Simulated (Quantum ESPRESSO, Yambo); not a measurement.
CsCaF$_{3}$ (cubic perovskite, space group Pm-3m, No. 221). The geometry is that of Materials Project entry mp-7104, symmetrised and not relaxed again. Chain: PBEsol (Quantum ESPRESSO, PseudoDojo norm-conserving, 84 Ry, with spin-orbit coupling); G0W0 in Yambo (2×2×2 Γ-centred k mesh, 272 bands and a 7 Ry block in the screening, 272 bands in G with the Bruneval-Gonze terminator, plasmon pole fitted at 27.2 eV); BSE (4×4×4 mesh, 18 valence and 12 conduction bands, static screening with 108 bands and a 3 Ry block, scissor 3.28 eV, Tamm-Dancoff).

The PBEsol gap (dense path) is 6.97 eV, the PBEsol gap Γ → Γ on the GW mesh comes out as 6.97 eV and the PBEsol smallest direct gap on the GW mesh, at Γ is 6.97 eV. The G0W0 direct gap at that point is 10.25 eV, the G0W0 correction to the gap Γ → Γ is 3.28 eV and the lowest exciton is no binding energy given (see below). The RPA electronic dielectric constant along x is 2.29 (4×4×4 mesh, PBEsol bands).

Rough cost of the Yambo steps against G0W0 for 11 states: BSE about 7×, one RPA spectrum about 1/3.

Nearest settings tried, and what they do to the gap: 176 bands in G: +12 meV; 132 bands in W: +183 meV; 3 Ry block (81 vectors against 203): +128 meV. Not varied: mesh. So the settings aren't converged at that level. The k mesh is coarse. The BSE states are vertical excitations (zero momentum). Convergence of the RPA response with its 4×4×4 mesh was not tested. The lowest state covers only about 5 of the 64 k points, so the mesh doesn't resolve it: its energy and its distance from the direct gap are mesh artefacts. An extended exciton needs a far denser mesh.

The cell is held in this high symmetry; tilts and polar distortions were not searched.

The structure is a Materials Project entry; no match was found in the copy of COD used, and its stability was not checked.
